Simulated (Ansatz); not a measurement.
# Match the results to the functionals

WC in space group P-6m2 was relaxed by PAW and its elastic moduli (Hill averages, relaxed ions; θ_D from sound speeds over directions) computed by PAW on Ansatz 0.2.0's default frozen-core files (fitted under PBE), scalar-relativistic, once under each of LDA, PBEsol, r²SCAN.

| quantity | A | B | C |
| --- | --- | --- | --- |
| volume (Å³/atom) | 10.29 | 10.42 | 10.13 |
| cell | a = 2.899, c = 2.827 Å | a = 2.913, c = 2.835 Å | a = 2.884, c = 2.812 Å |
| B | 408 GPa | 403 GPa | 423 GPa |
| G | 295 GPa | 297 GPa | 306 GPa |
| C11 | 733 GPa | 736 GPa | 762 GPa |
| C33 | 987 GPa | 996 GPa | 1028 GPa |
| C44 | 321 GPa | 315 GPa | 331 GPa |
| ν | 0.208 | 0.204 | 0.208 |
| θ_D | 651 K | 655 K | 662 K |

Question: Which column belongs to which functional?

Answer: A is PBEsol, B is r²SCAN, C is LDA. The volumes rise from LDA over PBEsol to r²SCAN here. LDA's overbinding makes it the smallest as a rule; the order of the other two is common but has exceptions.

Settings: (A) k mesh 18×18×16, strains of ±0.005, Fermi-Dirac smearing of 0.100 eV, cutoff 420 eV. (B) k mesh 18×18×16, strains of ±0.005, Fermi-Dirac smearing of 0.100 eV, cutoff 500 eV. (C) k mesh 16×16×14, strains of ±0.008, Fermi-Dirac smearing of 0.050 eV, cutoff 420 eV.

Limits of these numbers: frozen-core PAW files fitted under PBE, their cores solved anew for the functional of the run; responses of metals move with mesh and smearing; no spin-orbit coupling on heavy atoms; elastic stability says nothing of phonons or of other phases.
